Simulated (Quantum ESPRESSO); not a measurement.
# Moving one atom in Zr2TaO5F3

These are calculations, not measurements. They come from pw.x of Quantum ESPRESSO 7.5, a plane-wave density functional program, with PseudoDojo standard norm-conserving files (v0.5 for PBE, v0.4.1 for LDA and PBEsol). The cells are made up: elements, strain and atom displacements were drawn at random, and nothing was relaxed. There is no spin polarisation, spin-orbit coupling or dispersion term.

The cell has 12 sites of a fluorite lattice. Sites 1 to 4 hold Zr empty Zr Ta; sites 5 to 12 hold O O O F O O F F. Cell vectors in Å: (5.250, -0.058, 0.033); (-0.058, 5.204, 0.015); (0.033, 0.015, 5.220). Settings: PBE, cutoff 1143 eV, 4 x 4 x 4 k mesh shifted by half a step, Fermi-Dirac smearing of 0.025 eV.

Each run shifts the O atom on site 10 along y and leaves all else fixed. Site 1 is one of its nearest neighbours. E is the free energy of the cell above the lowest run shown. The last column is band 45 less band 44 at Gamma, from a band step after each run.

| run | shift (Å) | Fy on site 10 (eV/Å) | Fy on site 1 (eV/Å) | P (GPa) | E (meV) | level step at Gamma (eV) |
| --- | --- | --- | --- | --- | --- | --- |
| 1 | -0.0996 | -0.384 | 5.554 | -17.59 | 0.0 | 0.540 |
| 2 | -0.0782 | -0.447 | 5.575 | -17.72 | 8.9 | 0.547 |
| 3 | -0.0660 | -0.480 | 5.585 | -17.79 | 14.5 | 0.552 |
| 4 | -0.0403 | -0.547 | 5.604 | -17.92 | 27.7 | 0.565 |
| 5 | -0.0211 | -0.591 | 5.615 | -18.01 | 38.7 | 0.576 |
| 7 | 0.1255 | -0.842 | 5.612 | -18.45 | 144.6 | 0.705 |
| 6 | 0.1007 | ? | ? | ? | ? | ? |

A rerun of one of these cells at 1467 eV and k mesh 6 x 6 x 6 moved values by no more than 0.002 eV in the cell's energy, 0.04 GPa in stress and 0.007 eV/Å in force.

## Worked fit

A parabola through the six runs shown gives Fy on site 10 = -0.639 - 2.14 u + 4.2 u² eV/Å, with u in Å and a scatter of 0.001 eV/Å. Minus the slope, 2.14 ± 0.07 eV/Å², is this atom's force constant along y at u = 0, with its periodic images moving too. The fitted force does not vanish within the range. The error is the larger of the fit's own and the change that a cubic makes, rounded up.

## Withheld run

Question: what Fy on site 10 should run 6 give?

The fit gives -0.812 eV/Å. The calculation gave -0.802 eV/Å. This run lies off the fit by more than three times its scatter, so something that the fit leaves out matters here.

```
run  shift (Å)  Fy on site 10 (eV/Å)  Fy on site 1 (eV/Å)  P (GPa)  E (meV)  level step at Gamma (eV)
  6     0.1007                -0.802                5.623   -18.41    124.3                     0.679
```